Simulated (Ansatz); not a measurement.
InSb (zinc blende, F-43m) under volume change, DFT-r²SCAN in the program Ansatz with PAW potentials, scaled uniformly.

```csv
V (Å³/atom),E − E(relaxed) (meV/atom),P (GPa)
32.074,46.3,5.13
33.131,19.3,3.11
34.188,4.5,1.42
35.246,0.0,0.00
36.303,4.0,-1.19
37.360,___,___
38.418,___,___
```

Question: Complete the blanks.

Answer: 
- 38.418, E − E(relaxed) (meV/atom): 32.7
- 38.418, P (GPa): -3.04
- 37.360, E − E(relaxed) (meV/atom): 15.3
- 37.360, P (GPa): -2.20

Question: What does a third-order Birch–Murnaghan fit give for V₀, B₀ and B′?

Answer: V₀ = 35.24 Å³/atom, B₀ = 43.4 GPa, B′ = 4.8.

The cell was relaxed with r²SCAN under the symmetry of its start. Scalar-relativistic: spin–orbit coupling is off unless named, which matters more the heavier the elements.

Potentials: the earlier of the program's two PAW sets.
